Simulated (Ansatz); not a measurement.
BeS (NiAs type, space group No. 194), a = 3.3000 Å, b = 3.3000 Å, c = 5.2547 Å, α = 90.00°, β = 90.00°, γ = 120.00°.

Relaxed with r²SCAN. 

### Question
HSE06 on this cell (Ansatz, a quantum-chemistry and plane-wave program, PAW) gives a gap of 2.27 eV. What does r²SCAN give?

### Answer
1.80 eV.

Cost on shared cores: the r²SCAN run (SCF on a 10×10×5 mesh, then bands and DOS) very roughly 19 core-seconds, the HSE06 run (SCF on 7×7×4, then a few points) around 80 core-seconds (rough); the tasks are unlike.

Space group P6_3/mmc (NiAs type). The start of the workflow was typed in or built on a structure type; neither database checked (COD, Materials Project) lists it. COD files the formula under space group No. 216, so this cell is another polymorph or a model. Whether it is the stable phase at ambient conditions was not checked. Symmetry was held in the r²SCAN relaxation; its stability against distortions is not shown here.

Potentials: the earlier of the program's two PAW sets.

Ansatz is a plane-wave DFT program.
